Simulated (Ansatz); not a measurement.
The elements of this relaxed trial crystal are hidden behind letters.

```
lattice vectors (Å)
   6.4234    0.0000    0.0000
  -3.2117    5.5628    0.0000
   0.0000    0.0000   10.9383
fractional positions
X 0.3333 0.6667 0.5000
X 0.6667 0.3333 0.5000
X 0.0000 0.0000 0.0000
Z 0.0000 0.0000 0.5000
Q 0.0000 0.0000 0.7048
Q 0.0000 0.0000 0.2952
```

Method: DFT PBE, scalar-relativistic, plane waves, PAW in Ansatz 0.2.0. The final run on the 6-atom cell used 420 eV, a Γ-centred 6×6×4 mesh, 0.02 eV smearing and no spin polarisation.

| Item | Value |
| --- | --- |
| Space group | P6/mmm (No. 191) |
| Conventional cell | a = 6.423 Å, c = 10.938 Å |
| Volume per atom | 65.14 Å³ |
| Density | 1.84 g/cm³ |
| Formation energy | −0.119 eV/atom |
| Gap on the 6×6×4 mesh of the 6-atom cell | 0.67 eV |

Energies are uncorrected and count from the elements' standard states at the same level.

Question: X is an s-block element of period 5, Z is a p-block element of period 3 and Q is a p-block element of period 4. Which elements are they?

Answer: X = Rb, Z = Al, Q = As, so the formula is Rb3AlAs2. Density times volume gives a mean mass of 1.84 × 65.14/1.6605 = 72.2 u per atom, and this set has 72.2 u. Rb on a site of symmetry -6m2 is surrounded by 3 Al at 3.71 Å, 3 Rb at 3.71 Å and 6 As at 4.33 Å; around Al lie 2 As at 2.24 Å and 6 Rb at 3.71 Å; around As lie 1 Al at 2.24 Å, 1 Rb at 3.23 Å and 6 Rb at 4.33 Å; 1 more site not described. Other sets within the hints have nearly the same mass, so mass alone doesn't settle it; this one was computed.

Kohn–Sham gaps at this level usually fall short of measured ones. Symmetry constrained the relaxation, so the result can be a saddle point.
